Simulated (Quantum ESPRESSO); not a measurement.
# Band energies of AlP

```
CELL_PARAMETERS angstrom
      0.00000     2.71366     2.71366
      2.71366     0.00000     2.71366
      2.71366     2.71366     0.00000
ATOMIC_POSITIONS crystal
  Al 0.00000 0.00000 0.00000
  P  0.25000 0.25000 0.25000
```

norm-conserving LDA (Quantum ESPRESSO, 48 Ry, no spin-orbit coupling); path ΓXWKΓLUWLK,UX; energies in eV from the valence-band maximum.

| k (1/Å) | point | band 1 | band 2 | band 3 | band 4 | band 5 | band 6 | band 7 |
|---|---|---|---|---|---|---|---|---|
| 0.00 | Γ | -11.62 | 0.00 | 0.00 | 0.00 | 3.24 | 4.50 | 4.50 |
| 0.21 |  | -11.49 | -0.68 | -0.28 | -0.28 | 3.95 | 4.13 | 4.95 |
| 0.53 |  | -10.86 | -2.61 | -1.18 | -1.18 | 2.95 | 4.26 | 6.70 |
| 0.84 |  | -9.86 | -4.46 | -1.90 | -1.90 | 1.88 | 2.82 | 8.95 |
| 1.16 | X | -9.19 | -5.41 | -2.16 | -2.16 | 1.42 | 2.33 | 11.03 |
| 1.50 |  | -9.16 | -5.18 | -2.90 | -2.69 | 2.93 | 3.92 | 8.00 |
| 1.74 | W | -9.14 | -5.01 | -3.28 | -2.91 | 4.23 | 5.93 | 6.03 |
| 1.87 |  | -9.17 | -5.04 | -3.37 | -2.62 | 3.70 | 5.28 | 6.78 |
| 2.15 | K | -9.22 | -5.12 | -3.53 | -1.78 | 2.30 | 5.04 | 8.44 |
| 2.25 |  | -9.32 | -5.02 | -3.65 | -1.58 | 2.60 | 6.06 | 7.76 |
| 2.56 |  | -10.01 | -4.43 | -2.92 | -0.86 | 3.68 | 6.01 | 6.16 |
| 2.86 |  | -10.91 | -2.90 | -1.52 | -0.26 | 4.30 | 4.86 | 5.17 |
| 3.17 |  | -11.50 | -0.83 | -0.29 | -0.03 | 3.76 | 4.48 | 4.61 |
| 3.37 | Γ | -11.62 | 0.00 | 0.00 | 0.00 | 3.24 | 4.50 | 4.50 |
| 3.47 |  | -11.59 | -0.26 | -0.03 | -0.03 | 3.42 | 4.53 | 4.55 |
| 3.77 |  | -11.17 | -2.45 | -0.33 | -0.33 | 3.44 | 5.04 | 5.04 |
| 3.98 |  | -10.68 | -3.98 | -0.56 | -0.56 | 3.07 | 5.05 | 5.05 |
| 4.28 |  | -9.95 | -5.53 | -0.76 | -0.76 | 2.75 | 4.77 | 4.77 |
| 4.38 | L | -9.88 | -5.66 | -0.78 | -0.78 | 2.73 | 4.75 | 4.75 |
| 4.58 |  | -9.79 | -5.56 | -1.51 | -0.95 | 3.29 | 4.55 | 5.17 |
| 4.88 |  | -9.42 | -5.15 | -3.25 | -1.49 | 2.75 | 6.04 | 7.05 |
| 5.09 | U | -9.22 | -5.12 | -3.53 | -1.78 | 2.30 | 5.04 | 8.44 |
| 5.19 |  | -9.21 | -5.10 | -3.51 | -1.95 | 2.56 | 5.06 | 7.90 |
| 5.49 | W | -9.14 | -5.01 | -3.28 | -2.91 | 4.23 | 5.93 | 6.03 |
| 5.80 |  | -9.41 | -5.13 | -3.12 | -1.91 | 3.93 | 4.77 | 7.03 |
| 6.11 |  | -9.79 | -5.56 | -1.51 | -0.97 | 3.36 | 4.44 | 5.25 |
| 6.31 | L | -9.88 | -5.66 | -0.78 | -0.78 | 2.73 | 4.75 | 4.75 |
| 6.40 |  | -9.86 | -5.64 | -0.95 | -0.81 | 2.88 | 4.67 | 4.83 |
| 6.67 |  | -9.63 | -5.37 | -2.44 | -1.21 | 3.21 | 5.24 | 5.97 |
| 6.93 |  | -9.29 | -5.08 | -3.55 | -1.67 | 2.46 | 5.58 | 7.92 |
| 7.02 | K | -9.22 | -5.12 | -3.53 | -1.78 | 2.30 | 5.04 | 8.44 |
| 7.02 | U | -9.22 | -5.12 | -3.53 | -1.78 | 2.30 | 5.04 | 8.44 |
| 7.12 |  | -9.19 | -5.23 | -3.21 | -1.94 | 2.04 | 3.99 | 9.17 |
| 7.43 | X | -9.19 | -5.41 | -2.16 | -2.16 | 1.42 | 2.33 | 11.03 |

The LDA gap is indirect, 1.42 eV, from Γ to X; the smallest direct gap is 3.24 eV.

Geometry relaxed with LDA.
